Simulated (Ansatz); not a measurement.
## Cu₂SnHgS₄, a strained cell with displaced atoms

```yaml
crystal:
  lattice:
    - [0.00576, 5.65021, 0.00080]
    - [5.61799, 0.00576, 0.01096]
    - [2.80122, 2.82721, -5.52664]
  atoms:
    - { symbol: Hg, position: [0.99756, 0.00205, 0.99685] }
    - { symbol: Sn, position: [0.49728, 0.49613, 0.00562] }
    - { symbol: Cu, position: [0.24237, 0.75227, 0.49729] }
    - { symbol: Cu, position: [0.74701, 0.24521, 0.50526] }
    - { symbol: S, position: [0.60331, 0.60412, 0.27654] }
    - { symbol: S, position: [0.39759, 0.87609, 0.72748] }
    - { symbol: S, position: [0.11680, 0.12323, 0.27155] }
    - { symbol: S, position: [0.87380, 0.39951, 0.73470] }
```

Level: r2SCAN, with U = 7.76 eV and J = 0.84 eV on Cu d (all-electron-ortho-atomic projectors), collinear spin; 500 eV; 4×4×3 (shifted by 0.5, 0.5, 0 steps) mesh; cold occupations (width 0.0475 eV); Ansatz 0.2.0, fixed geometry.

The state carries no moments; the state need not be the lowest.

Task: What does the stress say?

Result: The pressure is -0.8 GPa (compression positive), so with the atoms held at these fractions the cell would first shrink.

Task: What is the band gap?

Result: The gap on the k mesh is 1.47 eV; the mesh may miss the band edges, so the true gap of this level can be smaller.

Task: Which orbitals make up the band edges?

Result: Within 0.7 eV of the edges, the states project mainly on S p (72 %) and Cu d (20 %) below the gap and on S p (44 %) and Sn s (26 %) above it.

Task: What do density and ELF say about some of the short contacts?

Result: Cu–S at 2.33 Å: least valence density 0.46 e/Å³ and ELF 0.20 there. Sn–S at 2.40 Å: least valence density 0.58 e/Å³ and ELF 0.49 there. Hg–S at 2.53 Å: least valence density 0.47 e/Å³ and ELF 0.30 there. These are pseudo-fields; inside the PAW spheres they differ from the all-electron ones.

Task: Which atom feels the largest force, and which way?

Result: The largest is on Sn2 (and as large on other atoms): 0.38 eV/Å, components (0.27, -0.23, -0.12). It makes 160° with the line to a nearest neighbour, S8 at 2.40 Å, pointing away from it.

Origin: a strained cell with displaced atoms, so it need not be a known compound. Caveats: the input typed no starting moments; an odd or shifted mesh can miss the band edges, so this level's true gap may be smaller; no spin-orbit coupling, which can shift this gap by tenths of an eV.

It took 68 s on 1 thread of Intel(R) Xeon(R) Platinum 8259CL CPU @ 2.50GHz (Skylake/Cascade Lake), on a shared host, peak memory 1.3 GiB, starting from a saved density. The time holds forces, stress, DOS, ELF.
